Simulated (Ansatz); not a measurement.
Zone-centre phonons of NaCu: input and output

The calculation used Ansatz 0.2.0, DFT PBE, scalar-relativistic, plane waves, PAW.

It can be run as:
```bash
ansatz run input.yaml --threads 1 --pin off --backend cpu --events-out ev --progress --plain --runs-dir out  # memory cap (--max-ram) not shown
```

Input (bare energies are in eV):
```yaml
crystal:
  lattice:
    - [2.8607928277, 0.0, 0.0]
    - [-1.4303964139, 2.4775192638, 0.0]
    - [0.0, 0.0, 4.9917435358]
  atoms:
    - { symbol: Na, position: [0.3333333333, 0.6666666667, 0.5] }
    - { symbol: Cu, position: [0.0, 0.0, 0.0] }
basis:
  ecutwfc: 420
kpoints:
  mp_grid: { grid: [18, 18, 8] }
hamiltonian:
  xc: pbe
scf:
  occupations: { method: fermi_dirac, width: 0.15 }
output:
  eigenvalues: true
phonons:
  method: dfpt
  eigenvectors: true
```

Results section of the output:
```
--- Phonons (Γ-DFPT): 4 representative perturbations + reference, on 455 of 2592 k-points (Σ response iterations 14) ---
  k mesh reduced under 4 symmetry operations, with k and −k counted as one. Each operation leaves every solved displacement unchanged or reverses it
  ASR residual: 3.312e-4 → 0.000e0 eV/Å²; symmetrization residual: 3.440e-6 eV/Å²
  ASR residual per site (eV/Å²): 1.09e-4 3.31e-4
  Γ frequencies (cm⁻¹): 0.00 0.00 0.00 78.45 78.45 197.32
  non-analytic LO–TO correction: not included (Born effective charges unavailable; polar crystals: no LO–TO splitting at Γ)
```

The cell was built by swapping an element in a database structure (itself possibly hypothetical) and relaxing; it need not be the stable form of this composition. In a metal, frequencies and elastic constants depend on the k mesh and the smearing, soft modes and shear constants most.